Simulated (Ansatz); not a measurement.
BeSe: computed property card

BeSe:
```yaml
crystal:
  lattice:
    - [3.65031, 0.00000, 0.00000]
    - [-1.82515, 3.16126, 0.00000]
    - [0.00000, 0.00000, 6.01901]
  atoms:
    - { symbol: Be, position: [0.33333, 0.66667, 0.99949] }
    - { symbol: Se, position: [0.66667, 0.33333, 0.12551] }
    - { symbol: Be, position: [0.66667, 0.33333, 0.49949] }
    - { symbol: Se, position: [0.33333, 0.66667, 0.62551] }
```

Space group P6_3mc (No. 186), wurtzite; conventional cell a = b = 3.6503 Å, c = 6.0190 Å, α = β = 90.00°, γ = 120.00°.

Method: DFT-PBE in the program Ansatz with PAW potentials. Structure relaxed to zero pressure with the same functional. Other levels are named where they apply.

### Cell and energy

```
Item                                                          Result
-----------------------------------------------------  -------------
Volume per atom                                             17.36 Å³
Density                                                   4.21 g/cm³
Formation energy from the elements (no fitted shifts)  -0.79 eV/atom
```

### Electronic structure

```
Item                                                                                                  Result
--------------------------------------------  --------------------------------------------------------------
Band gap                                                                                  3.31 eV (indirect)
Valence-band maximum                                                                                    at Γ
Conduction-band minimum                       on the L–M line, 23 % of the way from L (6 equivalent valleys)
Smallest direct gap on the standard path                                                             3.96 eV
Electron effective mass                                                0.29, 0.29, 6.6 mₑ (principal values)
Hole effective mass, band 1 of 2 at the edge                                   1.2 along x, 1.1 along z (mₑ)
Hole effective mass, band 2 of 2 at the edge                                  0.20 along x, 1.1 along z (mₑ)
Gap with spin–orbit coupling                                                                         3.16 eV
```

### Mechanics

```
Property                               Value
----------------------------------  --------
Bulk modulus (Birch–Murnaghan fit)  74.8 GPa
Pressure derivative B′                   3.9
```

The start of the workflow was typed in or built on a structure type; neither database checked (COD, Materials Project) lists it. COD files the formula under space group No. 216. Its standing as an ambient phase is unchecked. The cell was relaxed with PBE under the symmetry of its start; whether a distortion lowers the energy is not shown. The references are the lowest solids computed at this level, not always the standard phases. Scalar-relativistic: spin–orbit coupling is off unless named, which matters more the heavier the elements.

Potentials: the earlier of the program's two PAW sets.
